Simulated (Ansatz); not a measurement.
BaTiO3 (tetragonal-perovskite type, space group P4mm)

```
BaTiO3
1.0
    3.97275     0.00000     0.00000
    0.00000     3.97275     0.00000
    0.00000     0.00000     4.11229
Ti Ba O
1 1 3
Direct
  0.50000   0.50000   0.45228
  0.00000   0.00000   0.93419
  0.50000   0.50000   0.89527
  0.50000   0.00000   0.41213
  0.00000   0.50000   0.41213
```

In this cell atom 3 (O, nearest neighbour Ti at 1.822 Å; its periodic images, 4.0 Å or more away, move with it) is moved by s towards the nearest neighbour, unit vector (0.000, 0.000, -1.000); all other atoms and the cell stay fixed.

These are r2SCAN (plane waves to 500 eV, PAW, scalar-relativistic; Ansatz, a program for electronic structure) values and carry that method's errors. k mesh 7×7×7 (Γ-centred), Fermi-Dirac smearing 0.05 eV. The energy includes the smearing's −TS. Left out: 2 of 11 points, with atoms too close for the PAW data. BaTiO3 is run without spin polarisation. BaTiO3 was relaxed with its symmetry unable to fall. The PAW data are Ansatz's earlier set. ΔE is measured from the undisplaced structure.

Q: Give the computed ΔE (meV/cell) at s (Å) = -0.144, -0.108, -0.036, 0.036, 0.072, 0.108.

A: 
```csv
s (Å),ΔE (meV/cell)
-0.144,111.7
-0.108,67.8
-0.036,8.8
0.036,10.3
0.072,44.6
0.108,108.6
```

(A displaced cell: forces are minus the slopes of the energy, force constants its curvatures, and phonons follow from these.)
